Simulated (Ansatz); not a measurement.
Molecular dynamics on a 2×2×2 supercell (16 atoms) of MgS (Fm-3m), relaxed with r2SCAN. Forces come from r2SCAN in Ansatz: a Langevin thermostat at fixed volume, 200 K, steps of 1 fs. Classical nuclei, no spin polarisation; a few dozen steps show the first response, not equilibrium.

```yaml
crystal:
  lattice:
    - [0.0, 5.2030354798, 5.2030354798]
    - [5.2030354798, 0.0, 5.2030354798]
    - [5.2030354798, 5.2030354798, 0.0]
  atoms:
    - { symbol: Mg, position: [0.0, 0.0, 0.0] }
    - { symbol: S, position: [0.25, 0.25, 0.25] }
    - { symbol: Mg, position: [0.0, 0.0, 0.5] }
    - { symbol: S, position: [0.25, 0.25, 0.75] }
    - { symbol: Mg, position: [0.0, 0.5, 0.0] }
    - { symbol: S, position: [0.25, 0.75, 0.25] }
    - { symbol: Mg, position: [0.0, 0.5, 0.5] }
    - { symbol: S, position: [0.25, 0.75, 0.75] }
    - { symbol: Mg, position: [0.5, 0.0, 0.0] }
    - { symbol: S, position: [0.75, 0.25, 0.25] }
    - { symbol: Mg, position: [0.5, 0.0, 0.5] }
    - { symbol: S, position: [0.75, 0.25, 0.75] }
    - { symbol: Mg, position: [0.5, 0.5, 0.0] }
    - { symbol: S, position: [0.75, 0.75, 0.25] }
    - { symbol: Mg, position: [0.5, 0.5, 0.5] }
    - { symbol: S, position: [0.75, 0.75, 0.75] }
kpoints:
  mp_grid: { grid: [2, 2, 2] }
hamiltonian:
  xc: r2scan
scf:
  occupations: { method: fermi_dirac, width: 0.02 }
md:
  ensemble: nvt_langevin
  temperature: 200
  timestep: 1.0
  n_steps: 20
  initial_velocities: maxwell_boltzmann
  seed: 8202
```

Run as `ansatz run input.yaml --threads 4 --pin off --max-ram 3686MiB --backend cpu --events-out ev --progress --plain --runs-dir out`. Wall time 3.8 min on 4 threads of Arm Neoverse N1, on a shared host; peak host memory 1.6 GiB.

```
step  t (fs)  T (K)  free energy F from step 0 (meV/atom)  kinetic energy (meV/atom)  largest force (eV/Å)
   0       0    188                                   0.0                       24.2                  0.00
   1       1    186                                   0.1                       24.1                  0.05
   2       2    197                                   0.2                       25.5                  0.09
   3       3    201                                   0.5                       26.0                  0.14
   4       4    184                                   0.8                       23.8                  0.18
   5       5    173                                   1.3                       22.3                  0.23
   6       6    164                                   1.8                       21.3                  0.27
   7       7    166                                   2.4                       21.5                  0.31
   8       8    178                                   3.1                       23.0                  0.35
   9       9    175                                   3.8                       22.7                  0.40
  10      10    164                                   4.6                       21.2                  0.44
  11      11    176                                   5.5                       22.7                  0.48
  12      12    165                                   6.4                       21.3                  0.52
  13      13    163                                   7.4                       21.0                  0.57
  14      14    142                                   8.4                       18.4                  0.61
  15      15    128                                   9.4                       16.5                  0.64
  16      16    122                                  10.4                       15.7                  0.67
  17      17    114                                  11.4                       14.8                  0.71
  18      18    102                                  12.3                       13.2                  0.74
  19      19     93                                  13.2                       12.0                  0.76
  20      20    102                                  14.1                       13.2                  0.79
```

The temperature starts at 188 K, is lowest at step 19 (93 K, 19 fs) and ends at 102 K. The thermostat hasn't had time to restore it. The atoms start on their lattice sites with kinetic energy alone, so much of it first passes into potential energy. By the last step the atoms have moved 0.07 Å in the root mean square, the drift of the whole cell taken out, 0.13 Å at most.

Positions (Å) and forces (eV/Å) at step 20:
```
Mg  -0.005  -0.064   0.001     0.120   0.331  -0.186
S    2.662   2.611   2.596    -0.302  -0.160   0.157
Mg   2.527   2.545  -0.006     0.300  -0.075   0.314
S    5.152   5.236   2.577     0.403  -0.117   0.064
Mg   2.571  -0.035   2.649     0.321   0.224  -0.400
S    5.209   2.599   5.225    -0.208  -0.089   0.031
Mg   5.256   2.632   2.610    -0.187  -0.303  -0.030
S    7.776   5.161   5.164     0.069   0.387   0.323
Mg   0.043   2.608   2.655     0.071   0.250  -0.135
S    2.607   5.173   5.206     0.093  -0.057   0.168
Mg   2.629   5.172   2.579    -0.387   0.004   0.186
S    5.149   7.863   5.204     0.437  -0.605   0.193
Mg   2.596   2.602   5.261    -0.012   0.026  -0.177
S    5.194   5.223   7.854     0.172  -0.022  -0.376
Mg   5.289   5.143   5.121    -0.568   0.253   0.494
S    7.856   7.795   7.896    -0.322  -0.045  -0.626
```
